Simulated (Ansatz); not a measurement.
Ga2BiAs:
```xyz
4
Lattice="4.2269 0.0000 0.0000 0.0000 4.2269 0.0000 0.0000 0.0000 6.0324" Properties=species:S:1:pos:R:3 pbc="T T T"
Ga     2.1135     0.0000     4.3736
Ga     0.0000     2.1135     1.6587
Bi     0.0000     0.0000     0.0000
As     2.1135     2.1135     3.0162
```

Relaxed with PBEsol. Special points in fractions of this cell's reciprocal vectors: Γ (0.000, 0.000, 0.000); X (0.000, 0.500, 0.000); M (0.500, 0.500, 0.000); Z (0.000, 0.000, 0.500); R (0.000, 0.500, 0.500); A (0.500, 0.500, 0.500).

### Question
List the band energies nearest the Fermi level at these points for PBEsol with spin–orbit coupling (plane waves, PAW; program Ansatz).

### Answer
In eV from the Fermi level; about four levels below and three above (degenerate sets whole), none deeper than 8.9 eV; points with the same levels are listed once.

```tsv
k	below	above
Γ	-1.12 -1.12 -1.09 -1.09	0.17 0.17 0.49 0.49
X	-2.07 -2.07 -0.75 -0.75	1.24 1.24 2.40 2.40
M	-2.59 -2.59 -2.25 -2.25	0.50 0.50 0.88 0.88
Z	-1.80 -1.80 -0.75 -0.75	0.82 0.82 1.42 1.42
R	-0.43 -0.43 -0.16 -0.16	0.20 0.20 3.49 3.49
A	-3.33 -3.33 -3.13 -3.13	3.07 3.07 3.85 3.85
```

Space group P-4m2. The workflow started from a Materials Project entry (that database holds measured and hypothetical structures alike); the Crystallography Open Database copy checked does not list it. Its standing as an ambient phase is unchecked. The cell was relaxed with PBEsol under the symmetry of its start; of distortions, only those at the zone centre were tested. A small band overlap can be real or an error of a semilocal functional. The Fermi level of a semimetal is unsure by some 0.05 eV on such meshes.

Potentials: the later of the program's two PAW sets.
